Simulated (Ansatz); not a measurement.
SbRu:
```cif
data_Ru4Sb4
_chemical_formula_sum 'Ru4 Sb4'
_space_group_name_H-M_alt 'Pnma'
_space_group_IT_number 62
_space_group_name_Hall '-P 2ac 2n'
_cell_length_a 5.87168
_cell_length_b 3.82298
_cell_length_c 6.59892
_cell_angle_alpha 90.000
_cell_angle_beta 90.000
_cell_angle_gamma 90.000
loop_
_atom_site_label
_atom_site_type_symbol
_atom_site_symmetry_multiplicity
_atom_site_Wyckoff_symbol
_atom_site_fract_x
_atom_site_fract_y
_atom_site_fract_z
_atom_site_occupancy
Ru1 Ru 4 c 0.00479 0.25000 0.20847 1
Sb1 Sb 4 c 0.20135 0.25000 0.58271 1
```

Relaxed at zero pressure with r²SCAN (plane waves, PAW; program Ansatz).

### Question
The volume is lowered by 6 % and shape and atoms relax at that volume. What pressure results, and how do the axes share the change?

### Answer
11.0 GPa; a -0.5 %, b -3.3 %, c -2.3 %; the energy rises by 36 meV/atom.

### Question
Give the new structure.

### Answer

Space group Pnma (No. 62); a = 5.8452 Å, b = 3.6953 Å, c = 6.4464 Å, α = β = γ = 90.00°

| atom | site | symmetry | x | y | z |
|---|---|---|---|---|---|
| Ru | 4c | .m. | 0.0086 | 0.2500 | 0.2024 |
| Sb | 4c | .m. | 0.1960 | 0.2500 | 0.5808 |

The phase is kept; no other phase was compared at this pressure.

The workflow started from an entry of the Crystallography Open Database (COD). Whether it is the stable phase at ambient conditions was not checked. Symmetry was held in the r²SCAN relaxation; whether a distortion lowers the energy is not shown. The run is not spin-polarised. Spin–orbit coupling is left out wherever it is not named.

Potentials: the later of the program's two PAW sets.
